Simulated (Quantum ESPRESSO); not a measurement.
Ta3Ir2VLiCu, a curve over one atom's position

Simulated, not a measurement. The program is pw.x of Quantum ESPRESSO 7.5 (plane-wave density functional theory). The cell is made up: eight metal atoms on a face-centred cubic lattice, with elements, volume, strain and displacements drawn at random and not relaxed, so it may be unstable or far from any real phase. PseudoDojo standard norm-conserving files set the functional (PBE unless stated); there is no spin polarisation or spin-orbit coupling, the Fermi-Dirac width of 0.25 eV means electrons at about 2900 K, and the masses in the input are unused placeholders. The copper pseudopotential is less sure than most, with forces differing by about three percent and pressure by about two GPa from a second method on plain copper. Heavy elements are run without spin-orbit coupling, which real alloys of them have. A spin test at this wide smearing found no moment, but such smearing suppresses magnetism that the real alloy may have.

Seven runs move atom 6 (Ta, counted in the order of the input) along y and keep all else fixed.

Input of the run at -0.0197:

```
&control calculation='scf', pseudo_dir='./dojo.nc.sr.pbe.v0_5.standard.upf', outdir='./o', disk_io='minimal', tprnfor=.true., tstress=.true. /
&system ibrav=0, nat=8, ntyp=5, nbnd=70, ecutwfc=92.02030273, nosym=.true., tot_charge=0,
 occupations='smearing', smearing='fd', degauss=0.0183746611
/
&electrons conv_thr=1.470e-08, electron_maxstep=70, mixing_beta=0.5 /
ATOMIC_SPECIES
Cu 1.0 Cu.upf
Ir 1.0 Ir.upf
Li 1.0 Li.upf
Ta 1.0 Ta.upf
V 1.0 V.upf
CELL_PARAMETERS angstrom
0.0 0.0 -4.0188
4.0188 0.0 0.0
0.0 -8.0376 0.0
ATOMIC_POSITIONS angstrom
Ta 0.025 0.0746 -0.0216
Ir 0.1173 -4.1231 -0.012
Ta 2.0238 -2.0806 -0.1269
Ir 1.933 -5.9768 0.0656
V -0.1266 -1.9535 -2.0202
Ta 0.0582 -6.1439 -1.9587
Li 1.8579 -0.1522 -2.1118
Cu 2.0113 -4.0291 -2.2025
K_POINTS automatic
6 6 3 1 1 1
```

```
shift of atom 6 along y (Å)  free energy less that of the input shown (eV)  Fx on atom 6 (eV/Å)  Fy on atom 6 (eV/Å)  Fz on atom 6 (eV/Å)  pressure (GPa)  iterations
                    -0.1300                                         0.4176               -0.649                4.369               -0.591           -6.61          23
                    -0.1136                                         0.3474               -0.642                4.200               -0.578           -6.71          24
                    -0.0797                                         0.2110               -0.629                3.842               -0.552           -6.90          21
                    -0.0197                                         0.0000               -0.610                3.189               -0.513           -7.14          22
                    +0.0275                                        -0.1381               -0.600                2.661               -0.488           -7.24          22
                    +0.0635                                        -0.2265               -0.594                2.252               -0.472           -7.26          21
                    +0.1019                                        -0.3046               -0.591                1.812               -0.458           -7.23          21
```

A cubic fit gives dFy/dy = -11.17 eV/Å² at zero shift. Across the table the energy follows minus the integral of the force to 0.1 meV. A rerun of one of the cells at a higher cutoff and on a denser mesh moved values by no more than 0.004 eV in energy, 0.03 GPa in stress and 0.009 eV/Å in force, and a second program with other atomic files agreed on that cell to 2 % rms in force and 0.5 GPa in pressure.